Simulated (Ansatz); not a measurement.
Ca₃BiN:
```yaml
crystal:
  lattice:
    - [4.84426, 0.00000, 0.00000]
    - [0.00000, 4.84426, 0.00000]
    - [0.00000, 0.00000, 4.84426]
  atoms:
    - { symbol: Ca, position: [0.50000, 0.00000, 0.50000] }
    - { symbol: Ca, position: [0.00000, 0.50000, 0.50000] }
    - { symbol: Ca, position: [0.50000, 0.50000, 0.00000] }
    - { symbol: Bi, position: [0.00000, 0.00000, 0.00000] }
    - { symbol: N, position: [0.50000, 0.50000, 0.50000] }
```

PBEsol in the plane-wave PAW code Ansatz gives a gap of 0.31 eV without spin–orbit coupling, maximum at Γ, minimum at Γ.

**Question.** What happens when spin–orbit coupling is switched on?

**Answer.** The gap closes at this level.

Space group Pm-3m (anti-perovskite). The first step of the workflow began from a Materials Project structure, measured or hypothetical; the Crystallography Open Database files this formula in space group No. 221, but the cells were not matched. Whether it is the stable phase at ambient conditions was not checked. Symmetry was held in the PBEsol relaxation; its stability against distortions is not shown here.

Potentials: the later of the program's two PAW sets.
